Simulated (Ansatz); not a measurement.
# BiN in the PbO-type structure

Computed with Ansatz (plane waves, PAW, 420 eV cutoff): PBEsol, scalar-relativistic, no spin polarisation, 8×8×6 k-mesh, Gaussian smearing of 0.05 eV; PAW files: Ansatz's generated set soft_2.

```
Bi N
1.0
     4.00995    0.00000    0.00000
     0.00000    4.00995    0.00000
     0.00000    0.00000    4.86392
Bi N
2 2
Direct
  0.50000 0.00000 0.22547
  0.00000 0.50000 0.77453
  0.00000 0.00000 0.00000
  0.50000 0.50000 0.00000
```

This is a trial structure made by placing the elements on a prototype's sites, so it needn't be the stable form.

The cell has space group P4/nmm (read at 0.01 Å). In it the stress is 0.00, 0.00, -0.04, 0.00, 0.00, 0.00 GPa and the largest force component 0.001 eV/Å. Each change below starts from this cell, without further relaxation. Stress is in GPa, positive in compression, in the order xx, yy, zz, yz, xz, xy; energies are counted from the cell above and are free energies with the smearing's entropy, which match forces and stress in a metal.

Q: What happens when atom 2 (Bi) is moved by 0.20 Å along z?

A: The energy changes by 271.1 meV per cell, and the force on it along the shift is -2.673 eV/Å (−F/u = 13.36 eV/Å²). Stress: 7.05, 7.05, 4.74, 0.00, 0.00, 0.00. The gap on the mesh goes from zero (metallic) to 0.09 eV (close to the smearing width).
| atom | Fx (eV/Å) | Fy | Fz |
| --- | --- | --- | --- |
| Bi1 | 0.000 | 0.000 | 0.431 |
| Bi2 | 0.000 | 0.000 | -2.673 |
| N3 | 0.000 | 0.000 | 1.121 |
| N4 | 0.000 | 0.000 | 1.121 |
In a harmonic crystal the energy would rise by −½F·u = ½ × 13.36 × 0.20² eV = 267.3 meV, which matches.

Q: A single strain component, atoms carried along, gave the stress 4.08, 1.84, 1.30, 0.00, 0.00, 0.00. Which component, and about how large?

A: An engineering strain of -2 % in xx; the energy changes by 19.4 meV per cell.

These numbers lack spin–orbit coupling.
